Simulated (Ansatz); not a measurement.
CdSiN$_{2}$:
```xyz
4
Lattice="1.4489 0.8365 5.9660 -1.4489 0.8365 5.9660 0.0000 -1.6730 5.9660" Properties=species:S:1:pos:R:3 pbc="T T T"
Cd     0.0000     0.0000     8.9490
Si     0.0000     0.0000     0.0000
N      0.0000     0.0000    10.9996
N      0.0000     0.0000     6.8984
```

Relaxed with r²SCAN+D4.

**Question.** Give the Bader charges and basin volumes of the independent atoms, the program Ansatz at the r²SCAN+D4 level (PAW).

**Answer.** 

| atom | Bader charge (e) | Bader volume (Å³) |
|---|---|---|
| Cd1 | +0.73 | 15.8 |
| Si2 | +3.14 | 3.1 |
| N3 | -1.93 | 12.2 |

Space group R-3m. The start of the workflow was typed in or built on a structure type; neither database checked (COD, Materials Project) lists it. Its standing as an ambient phase is unchecked. The r²SCAN+D4 relaxation kept the symmetry of its start; its stability against distortions is not shown here. The volume moved by -44 % from the start of the relaxation.

Potentials: the earlier of the program's two PAW sets.
